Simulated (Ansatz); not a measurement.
# Mg: computed property card

Mg:
```
Mg
1.0
    0.00000     3.38435     3.38435
    3.38435     0.00000     3.38435
    3.38435     3.38435     0.00000
Mg
2
Direct
  0.00000   0.00000   0.00000
  0.25000   0.25000   0.25000
```

Space group Fd-3m (No. 227), diamond; conventional cell a = b = c = 6.769 Å, α = β = γ = 90.00°.

Method: PBEsol in the plane-wave PAW code Ansatz. Geometry: relaxed at this level of theory. Other levels are named where they apply.

### Cell and energy

```
Item                 Result
---------------  ----------
Volume per atom    38.76 Å³
Density          1.04 g/cm³
```

### Electronic structure

```
Property                                                                    Result
------------------------------------  --------------------------------------------
Electronic character                                             metallic (no gap)
Density of states at the Fermi level  0.67 states/eV per atom (mean over ±0.08 eV)
```

### Mechanics

```
Property                                                                Value
-------------------------------------  --------------------------------------
Bulk modulus (Birch–Murnaghan fit)                                   12.1 GPa
Pressure derivative B′                                                    4.5
Elastic constants (relaxed ions, GPa)      C11 = 4.3, C12 = 16.1, C44 = -14.0
Mechanical stability                   unstable (C has a negative eigenvalue)
```

### Phonons

```
Item                                           Result
-----------------------------  ----------------------
Highest zone-centre frequency                6.08 THz
Zone-centre stability          no imaginary mode at Γ
```

The start of the workflow was typed in or built on a structure type; neither database checked (COD, Materials Project) lists it. It is not the phase usual at ambient conditions (space group No. 194). Symmetry was held in the PBEsol relaxation. As this level gives no gap, shear constants depend on the k-mesh and smearing (Fermi–Dirac, 0.1 eV here). As this level gives no gap, phonon frequencies hold no LO–TO term and depend on the k-mesh and smearing (Fermi–Dirac, 0.1 eV here).

Potentials: the later of the program's two PAW sets.
